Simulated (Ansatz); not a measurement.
**Zincblende alloy of ZnS and ZnSe (12 of 32 S sites exchanged), 64 atoms**

All numbers below come from Ansatz 0.2.0, DFT, PBEsol, PAW, plane waves.

Command:

```sh
ansatz run in.yaml --threads 8 --pin off --max-ram 118750MiB --runs-dir r --events-out ev --progress --plain --backend cuda --devices 0,
```

The input less its lattice and atoms:

```yaml
crystal:
  symmetry: { detect: false }
kpoints:
  mp_grid: { grid: [1, 1, 1], shift: [0.25, 0.25, 0.25] }
hamiltonian:
  xc: pbesol
scf:
  occupations: { method: fermi_dirac, width: 0.01 }
relax:
  f_tol: 0.03
  max_steps: 80
  escape_saddle: false
  adjacent_minimum: "off"
  cell: { fix: [shape] }
output:
  forces: true
  eigenvalues: true
  populations: true
```

Start:

```xyz
64
Lattice="10.9231 0.0000 0.0000 0.0000 10.9231 0.0000 0.0000 0.0000 10.9231" Properties=species:S:1:pos:R:3 pbc="T T T"
Zn    0.0124    0.0058    0.0176
Zn   10.9172    0.0145    5.4387
Zn    0.0156    5.4455   10.9152
Zn   10.9195    5.4484    5.4486
Zn    5.4397    0.0029   10.9054
Zn    5.4630    0.0060    5.4587
Zn    5.4557    5.4575    0.0171
Zn    5.5065    5.4659    5.4468
Zn    2.7522    2.7272   10.8900
Zn    2.7087    2.7026    5.4690
Zn    2.7525    8.1875    0.0246
Zn    2.7608    8.1679    5.4457
Zn    8.2003    2.7047    0.0363
Zn    8.1810    2.7521    5.4494
Zn    8.2020    8.1748   10.9182
Zn    8.1845    8.1780    5.4957
Zn    2.7370    0.0201    2.7237
Zn    2.7353    0.0037    8.1962
Zn    2.7255    5.4720    2.7379
Zn    2.7102    5.4901    8.1801
Zn    8.2004   10.9165    2.7717
Zn    8.1883    0.0017    8.1937
Zn    8.2004    5.4627    2.7430
Zn    8.2265    5.4636    8.2304
Zn    0.0066    2.7216    2.7187
Zn    0.0261    2.7116    8.2126
Zn    0.0320    8.2068    2.7420
Zn    0.0232    8.2024    8.1499
Zn    5.4694    2.7553    2.7099
Zn    5.4609    2.7632    8.2031
Zn    5.4579    8.1991    2.7449
Zn    5.4761    8.2083    8.1800
S     1.3672    1.3577    1.3354
S     1.3921    1.3881    6.8297
S     1.3539    6.7939    1.3753
S     6.8131    1.3695    1.4150
S     6.8256    6.8262    1.3579
S     4.1109    4.0779    1.3716
S     4.0826    4.0681    6.8265
S     4.0994    9.5790    1.3662
S     9.4953    4.0610    1.3530
S     9.5363    4.0465    6.8331
S     9.5343    9.5468    6.8194
S     4.0776    1.3931    4.0879
S     4.0627    6.8235    4.1413
S     9.5562    1.3804    4.1113
S     9.5383    6.8429    9.5332
S     1.3660    4.1025    9.5634
S     1.3884    9.5526    4.0879
S     1.3787    9.5775    9.5532
S     6.8030    4.0973    4.1113
S     6.8179    4.1228    9.5667
Se    1.3691    6.8286    6.8431
Se    6.8015    1.3378    6.7992
Se    6.8381    6.7918    6.8278
Se    4.0932    9.5768    6.8092
Se    9.5947    9.5851    1.3914
Se    4.0660    1.3570    9.5791
Se    4.1021    6.8194    9.5499
Se    9.5814    1.3804    9.5678
Se    9.5154    6.8475    4.0698
Se    1.3488    4.0820    4.0943
Se    6.8528    9.5921    4.0814
Se    6.8396    9.5479    9.5516
```

Steps:

```csv
step,energy less the first (eV),largest force component (eV/Å),pressure (GPa)
start,0.000,1.077,0.33
1,-1.027,0.469,-0.13
2,-1.259,0.061,-0.09
3,-1.264,0.026,-0.01
```

A structure on the way, about -1.03 eV from the start:

```
Zn S Se
1.0
    10.93034    0.00000    0.00000
     0.00000   10.93034    0.00000
     0.00000    0.00000   10.93034
Zn S Se
32 20 12
Cartesian
  0.0583 0.0240 0.0205
  10.9283 0.0243 5.4270
  0.0290 5.4471 0.0140
  10.9127 5.4074 5.4706
  5.4325 0.0075 0.0628
  5.4342 0.0551 5.4424
  5.4859 5.4148 0.0406
  5.4739 5.4303 5.4084
  2.7136 2.7736 0.0252
  2.7426 2.6771 5.4948
  2.7149 8.2282 0.0412
  2.7505 8.1561 5.3738
  8.1952 2.7434 0.0601
  8.2328 2.7983 5.4176
  8.2108 8.1045 0.0207
  8.2271 8.2157 5.5142
  2.7323 0.0282 2.7339
  2.6707 0.0093 8.2172
  2.7440 5.4872 2.6946
  2.7136 5.4288 8.1926
  8.2021 0.0457 2.7487
  8.2207 10.9210 8.1751
  8.1932 5.4335 2.7176
  8.2546 5.4328 8.2695
  10.9123 2.7105 2.6917
  0.0476 2.7515 8.1824
  0.0810 8.2113 2.7388
  10.9170 8.2191 8.2101
  5.4585 2.7487 2.7093
  5.4630 2.8286 8.2103
  5.4444 8.1726 2.6955
  5.4573 8.2027 8.2013
  1.3770 1.3746 1.3697
  1.3624 1.3705 6.8208
  1.3684 6.8150 1.3589
  6.8160 1.3947 1.3990
  6.8182 6.7869 1.3723
  4.1080 4.0903 1.3828
  4.0849 4.0864 6.8114
  4.0684 9.5711 1.3951
  9.5386 4.0892 1.3537
  9.5534 4.0715 6.8484
  9.5954 9.5770 6.8228
  4.0738 1.3967 4.0677
  4.0917 6.8089 4.0722
  9.5729 1.3890 4.0950
  9.5798 6.8041 9.5791
  1.3539 4.1032 9.5824
  1.3866 9.5844 4.0875
  1.3506 9.5687 9.5741
  6.8105 4.0873 4.0735
  6.8448 4.1051 9.5939
  1.3508 6.8290 6.8405
  6.8320 1.4086 6.8047
  6.8405 6.7760 6.8322
  4.0540 9.5777 6.8016
  9.5956 9.5737 1.3709
  4.0690 1.3923 9.5972
  4.0818 6.8011 9.6011
  9.5883 1.3987 9.5667
  9.5571 6.8278 4.0757
  1.3772 4.0635 4.0772
  6.8234 9.5840 4.0750
  6.8465 9.5565 9.6027
```

End:

```xyz
64
Lattice="10.9190 0.0000 0.0000 0.0000 10.9190 0.0000 0.0000 0.0000 10.9190" Properties=species:S:1:pos:R:3 pbc="T T T"
Zn    0.1023    0.0220    0.0105
Zn    0.0149    0.0158    5.4396
Zn    0.0090    5.4557    0.0151
Zn   10.8742    5.4004    5.5087
Zn    5.4529    0.0123    0.1174
Zn    5.4030    0.0725    5.3985
Zn    5.4979    5.3990    0.0554
Zn    5.4132    5.4085    5.3917
Zn    2.6783    2.7935    0.0700
Zn    2.7757    2.6721    5.4977
Zn    2.6846    8.2418    0.0470
Zn    2.7231    8.1716    5.3407
Zn    8.1458    2.7674    0.0472
Zn    8.2469    2.7955    5.3937
Zn    8.2026    8.0658    0.0259
Zn    8.2454    8.2448    5.5043
Zn    2.7302    0.0222    2.7354
Zn    2.6180    0.0122    8.2019
Zn    2.7690    5.4917    2.6719
Zn    2.7288    5.3601    8.1979
Zn    8.1996    0.1091    2.7261
Zn    8.2482   10.8923    8.1481
Zn    8.1440    5.4067    2.6879
Zn    8.2502    5.3992    8.2553
Zn   10.8772    2.6916    2.6730
Zn    0.0586    2.7791    8.1463
Zn    0.1101    8.1877    2.7343
Zn   10.8792    8.2266    8.2590
Zn    5.4400    2.7406    2.7390
Zn    5.4730    2.8326    8.2089
Zn    5.4221    8.1349    2.6694
Zn    5.4433    8.1806    8.1907
S     1.3802    1.3733    1.3849
S     1.3480    1.3700    6.8044
S     1.3770    6.8137    1.3481
S     6.8046    1.4140    1.3956
S     6.8084    6.7744    1.3691
S     4.1009    4.0878    1.3806
S     4.0929    4.0783    6.8049
S     4.0627    9.5557    1.3963
S     9.5454    4.0925    1.3523
S     9.5479    4.0680    6.8427
S     9.6127    9.5711    6.8208
S     4.0696    1.3905    4.0547
S     4.0939    6.8015    4.0450
S     9.5749    1.3840    4.0900
S     9.5761    6.7865    9.5728
S     1.3470    4.0904    9.5761
S     1.3787    9.5885    4.0751
S     1.3500    9.5504    9.5731
S     6.8088    4.0786    4.0627
S     6.8384    4.1039    9.5886
Se    1.3573    6.8260    6.8390
Se    6.8396    1.4107    6.7971
Se    6.8403    6.7687    6.8189
Se    4.0444    9.5702    6.7960
Se    9.5757    9.5547    1.3655
Se    4.0667    1.3917    9.5819
Se    4.0721    6.7906    9.6033
Se    9.5820    1.4000    9.5631
Se    9.5556    6.8062    4.0695
Se    1.3792    4.0663    4.0758
Se    6.8099    9.5624    4.0589
Se    6.8415    9.5467    9.5944
```

The calculation finished and met its thresholds.

Time: 8.7 s of wall time on one NVIDIA GB300 with 8 processor threads, on a host shared with other runs; peak host memory 2.2 GiB.

**Question.** How much energy did the relaxation gain, and which atom moved most?

**Answer.** 1.26 eV in 3 steps, from a start with small random displacements; atom 9 (Zn) moved 0.14 Å, the median atom 0.07 Å (drift of the whole cell removed).
